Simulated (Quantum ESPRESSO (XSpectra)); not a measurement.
Quantum ESPRESSO (XSpectra) run for X-ray absorption at the As K edge of TaAs (I4₁md). Geometry: Materials Project entry mp-1936 (a computed structure). The cell is the entry's, not relaxed again. The ground-state test found no gap over 0.25 eV with this functional, so the cell is neutral with smeared occupations; energies count from the Fermi level. pw.x input:

```
&CONTROL
  calculation = 'scf'
  prefix = 'x'
  pseudo_dir = './pseudo'
  outdir = './out'
/
&SYSTEM
  ibrav = 0
  nat = 20
  ntyp = 3
  ecutwfc = 46
  input_dft = 'PZ'
  occupations = 'smearing'
  smearing = 'mv'
  degauss = 0.02
/
&ELECTRONS
  conv_thr = 2.0e-07
  mixing_beta = 0.4
/
ATOMIC_SPECIES
Ash 74.922 As.lda-tm-gipaw-star1s.UPF
Ta 180.948 Ta.upf
As 74.922 As.lda-tm-gipaw.UPF
CELL_PARAMETERS angstrom
   3.443630000    6.887260000    0.000000000
  -6.887260000    3.443630000    0.000000000
  -1.721815000    5.165445000    5.867940000
ATOMIC_POSITIONS crystal
Ta     0.850030000    0.550030000    0.499940000
Ta     0.050030000    0.150030000    0.499940000
Ta     0.250030000    0.750030000    0.499940000
Ta     0.450030000    0.350030000    0.499940000
Ta     0.650030000    0.950030000    0.499940000
Ta     0.500030000    0.500030000    0.999940000
Ta     0.700030000    0.100030000    0.999940000
Ta     0.900030000    0.700030000    0.999940000
Ta     0.100030000    0.300030000    0.999940000
Ta     0.300030000    0.900030000    0.999940000
Ash    0.867370000    0.767370000    0.665260000
As     0.067370000    0.367370000    0.665260000
As     0.267370000    0.967370000    0.665260000
As     0.467370000    0.567370000    0.665260000
As     0.667370000    0.167370000    0.665260000
As     0.917370000    0.917370000    0.165260000
As     0.117370000    0.517370000    0.165260000
As     0.317370000    0.117370000    0.165260000
As     0.517370000    0.717370000    0.165260000
As     0.717370000    0.317370000    0.165260000
K_POINTS automatic
5 5 5 0 0 0
```

xspectra.x input:

```
&input_xspectra
  calculation = 'xanes_dipole'
  edge = 'K'
  prefix = 'x'
  outdir = './out'
  xonly_plot = .false.
  xiabs = 1
  xcoordcrys = .false.
  xepsilon(1) = 1.0
  xepsilon(2) = 0.0
  xepsilon(3) = 0.0
  xe0 = 14.9613
  xniter = 1500
  xcheck_conv = 50
  xerror = 0.002
  x_save_file = 'x0.sav'
/
&plot
  xnepoint = 451
  xemin = -5.0
  xemax = 40.0
  xgamma = 1.5
  terminator = .true.
  cut_occ_states = .true.
/
&pseudos
  filecore = 'core.wfc'
/
&cut_occ
  cut_desmooth = 0.1
  cut_stepl = 0.01
  cut_ierror = 1e-6
/
4 4 4 1 1 1
```

End of the pw.x output:

```
   -20.0797 -20.0690 -20.0619 -20.0507 -20.0265 -20.0112 -20.0099 -20.0025
   -19.9954 -19.9790 -19.9547 -19.9525 -19.9502 -19.9229 -19.9134 -19.9002
    -0.0997   1.7637   2.4490   2.6265   2.6873   2.7574   3.1939   3.4927
     3.5262   3.5754   7.8927   7.9719   8.2589   8.6080   8.6706   9.0705
     9.1279   9.2348   9.4194   9.5973   9.7409  10.0361  10.1313  10.3879
    10.5387  10.8449  10.9157  11.0487  11.3493  11.4372  11.4878  11.6080
    11.6330  11.6690  11.8606  12.1145  12.2493  12.2945  12.8100  12.9607
    13.0622  13.2630  13.3079  13.3658  13.5354  13.7290  13.8267  13.8797
    13.9859  14.4280  15.0266  15.0547  15.4017  15.4448  15.7511  15.8095
    16.0408  16.3609  16.3677  16.5806  16.6456  16.7004  16.7546  17.1336
    17.2063  17.3021  17.4050  17.4974  17.5229

     the Fermi energy is    14.9613 ev

!    total energy              =   -1654.61084044 Ry
     estimated scf accuracy    <       0.00000010 Ry
     smearing contrib. (-TS)   =      -0.00636900 Ry
     internal energy E=F+TS    =   -1654.60447144 Ry

     The total energy is F=E-TS. E is the sum of the following terms:
     one-electron contribution =    -250.90544739 Ry
     hartree contribution      =     205.22527391 Ry
     xc contribution           =    -551.65855748 Ry
     ewald contribution        =   -1057.26574048 Ry

     convergence has been achieved in  14 iterations

     XML data file, charge density, pseudopotentials, collected wavefunctions
```

xspectra.x output, shortened:

```
... Begin STEP 1 ...

        Radial transition matrix element(s) used in the calculation of the
        initial vector of the Lanczos basis (|tilde{phi}_abs> normalized)
        | For PAW proj. (l=1) #1: radial matrix element =   0.003638205
        | For PAW proj. (l=1) #2: radial matrix element =   0.004667039

NB: the    16 k-point are not all listed below because npool=  4
        |-------------------------------------------------------------
        ! k-point #     1:  (-0.0559,  0.1677, -0.0000),  0.0312,   1
        |-------------------------------------------------------------
 okvan= F
        |   Norm of the initial Lanczos vector: 0.28487464E-02
        !   => CONVERGED at iter    300 with error=  0.00060621
        |-------------------------------------------------------------
        ! k-point #     2:  (-0.0559,  0.1677,  0.3281),  0.0312,   1
        |-------------------------------------------------------------
 okvan= F
        |   Norm of the initial Lanczos vector: 0.28487319E-02
        !   => CONVERGED at iter    250 with error=  0.00180059
        |-------------------------------------------------------------
        ! k-point #     3:  (-0.0559,  0.1677,  0.6561),  0.0312,   1
        |-------------------------------------------------------------
 okvan= F
        |   Norm of the initial Lanczos vector: 0.28487349E-02
        !   => CONVERGED at iter    300 with error=  0.00123567
        |-------------------------------------------------------------

        ...
... Begin STEP 2 ...

     The spectrum is calculated using the following parameters:
        xe0 [eV]:   14.9613
        the occupied states are elimintate from the spectrum
        xemin [eV]:  -5.00
        xemax [eV]:  40.00
        xnepoint:  451
        constant broadening parameter [eV]:    1.500
        Core level energy [eV]: -0.1187E+05
         (from electron binding energy of neutral atoms in X-ray data booklet)

     Cross-section successfully written in xanes.dat

     ... End STEP 2 ...

     xanes        :     67.54s CPU     67.75s WALL (       1 calls)

     -------------------------------------------------------------------------
                                END JOB XSpectra
     -------------------------------------------------------------------------
```

xanes.dat for the field along x, every fifth line (energy in eV, cross section):

```
   -5.000   6.6030e-05
   -4.500   7.3060e-05
   -4.000   8.1460e-05
   -3.500   9.1680e-05
   -3.000   1.0430e-04
   -2.500   1.2020e-04
   -2.000   1.4060e-04
   -1.500   1.6760e-04
   -1.000   2.0410e-04
   -0.500   2.5420e-04
    0.000   3.2220e-04
    0.500   4.1210e-04
    1.000   5.2140e-04
    1.500   6.3850e-04
    2.000   7.4420e-04
    2.500   8.2930e-04
    3.000   8.9480e-04
    3.500   9.3750e-04
    4.000   9.5410e-04
    4.500   9.4710e-04
    5.000   9.2600e-04
    5.500   8.9800e-04
    6.000   8.6200e-04
    6.500   8.2430e-04
    7.000   7.9760e-04
    7.500   7.8460e-04
    8.000   7.7870e-04
    8.500   7.7280e-04
    9.000   7.6870e-04
    9.500   7.7300e-04
   10.000   7.8550e-04
   10.500   7.9980e-04
   11.000   8.1340e-04
   11.500   8.2400e-04
   12.000   8.2740e-04
   12.500   8.2410e-04
   13.000   8.1280e-04
   13.500   7.8700e-04
   14.000   7.4410e-04
   14.500   6.9090e-04
   15.000   6.3940e-04
   15.500   5.9850e-04
   16.000   5.7060e-04
   16.500   5.5380e-04
   17.000   5.4460e-04
   17.500   5.4120e-04
   18.000   5.4220e-04
   18.500   5.4670e-04
   19.000   5.5410e-04
   19.500   5.6140e-04
   20.000   5.6380e-04
   20.500   5.6170e-04
   21.000   5.6180e-04
   21.500   5.6780e-04
   22.000   5.7540e-04
   22.500   5.7900e-04
   23.000   5.7840e-04
   23.500   5.7530e-04
   24.000   5.7010e-04
   24.500   5.6490e-04
   25.000   5.6210e-04
   25.500   5.6240e-04
   26.000   5.6350e-04
   26.500   5.6270e-04
   27.000   5.6010e-04
   27.500   5.5930e-04
   28.000   5.6280e-04
   28.500   5.6890e-04
   29.000   5.7280e-04
   29.500   5.7130e-04
   30.000   5.6490e-04
   30.500   5.5550e-04
   31.000   5.4440e-04
   31.500   5.3430e-04
   32.000   5.3060e-04
   32.500   5.3700e-04
   33.000   5.5060e-04
   33.500   5.6370e-04
   34.000   5.7230e-04
   34.500   5.7710e-04
   35.000   5.7800e-04
   35.500   5.7300e-04
   36.000   5.6350e-04
   36.500   5.5530e-04
   37.000   5.5230e-04
   37.500   5.5310e-04
   38.000   5.5270e-04
   38.500   5.4710e-04
   39.000   5.3750e-04
   39.500   5.2770e-04
   40.000   5.1860e-04
```
